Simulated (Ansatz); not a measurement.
Before relaxation, clean slab, lower half held (WS₂, P6_3/mmc (No. 194), (0 0 1) face):

```
CELL_PARAMETERS angstrom
3.15421 0.00000 0.00000
-1.57710 2.73162 0.00000
0.00000 0.00000 38.35926
ATOMIC_POSITIONS crystal
S 0.66667 0.33333 0.22159
W 0.33333 0.66667 0.26264
S 0.66667 0.33333 0.30369
S 0.33333 0.66667 0.37983
W 0.66667 0.33333 0.42088
S 0.33333 0.66667 0.46193
S 0.66667 0.33333 0.53807
W 0.33333 0.66667 0.57912
S 0.66667 0.33333 0.62017
S 0.33333 0.66667 0.69631
W 0.66667 0.33333 0.73736
S 0.33333 0.66667 0.77841
```

Method: DFT PBE+D3(BJ), scalar-relativistic, plane waves, PAW (Ansatz). Cutoff 420 eV; k points 9×9×1 on the computed 12-atom cell (Γ-centred); Gaussian smearing, width 0.05 eV; no spin polarisation. The cell repeats along c with a dipole correction in the vacuum.

Atoms 1, 2, 3, 4, 5, 6 (counted from 1) are held. The cell is fixed. Force threshold 0.03 eV/Å.

```
step largest force (eV/Å)
   1                 0.051
   2                 0.020
   3                 0.051
   4                 0.020
   5                 0.004
```

Question: What is the final structure?

Answer:
```xyz
12
Lattice="3.1542 0.0000 0.0000 -1.5771 2.7316 0.0000 0.0000 0.0000 38.3593" Properties=species:S:1:pos:R:3 pbc="T T T"
S     1.5771    0.9105    8.5000
W     0.0000    1.8211   10.0747
S     1.5771    0.9105   11.6494
S     0.0000    1.8211   14.5700
W     1.5771    0.9105   16.1447
S     0.0000    1.8211   17.7194
S     1.5771    0.9105   20.6396
W     0.0000    1.8211   22.2142
S     1.5771    0.9105   23.7890
S     0.0000    1.8211   26.7158
W     1.5771    0.9105   28.2914
S     0.0000    1.8211   29.8685
```

Spin–orbit coupling is left out, which can shift energies with elements as heavy as these.